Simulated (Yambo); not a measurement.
How GW settings move the gap: WS2 monolayer

G0W0@LDA for a free-standing WS2 monolayer (symmetry P-6m2, slab cell 16.1 Å high) in Yambo. Reference settings: 9×9×1 Γ-centred k mesh, bands 2 to 104 and a 7 Ry block in the screening, 104 bands in G with the Bruneval-Gonze terminator, plasmon pole fitted at 27.2 eV, slab-truncated Coulomb interaction, stochastic integration of W near q = 0. The LDA gap K → K on this mesh is 1.99 eV; G0W0 gaps are taken between the same points.

```csv
change from the reference,G0W0 gap K → K (eV),shift of the valence edge (eV),rough Yambo cost
reference settings,2.97,-0.06,1
wavefunctions cut at 30 Ry,2.97,-0.06,about 1/2
wavefunctions cut at 50 Ry,2.97,-0.06,within a factor of two
exchange cut at 40 Ry,2.97,-0.06,–
"40 bands in W, 40 bands in G, 4 Ry block",3.01,0.32,about 1/5
"58 bands in W, 58 bands in G, 3 Ry block",2.98,0.25,about 1/3
"58 bands in W, 58 bands in G, 4 Ry block",3.00,0.20,about 1/3
"58 bands in W, 58 bands in G, 6 Ry block",2.99,0.13,about 1/2
"80 bands in W, 80 bands in G, 3 Ry block",2.97,0.18,about 1/2
"80 bands in W, 80 bands in G, 6 Ry block",2.98,0.04,within a factor of two
3 Ry block,2.96,0.13,within a factor of two
6 Ry block,2.97,-0.02,within a factor of two
"25 bands in W, 25 bands in G, 3 Ry block, no terminator",3.09,0.96,about 1/5
"25 bands in W, 25 bands in G, no terminator",3.11,0.95,about 1/5
no terminator,3.03,0.20,within a factor of two
```

The reference isn't shown to be the converged limit. Costs are rough (shared machines), scaled to the same edge states, and given only for runs that recompute the screening.

Without spin-orbit coupling, band edges of such heavy elements can be off by tenths of an eV.

Geometry relaxed with LDA; primitive cell a = 3.1231 Å, b = 3.1231 Å, c = 16.1000 Å, α = 90.00°, β = 90.00°, γ = 120.00°.

A shift is the quasiparticle energy of the state minus its LDA energy.
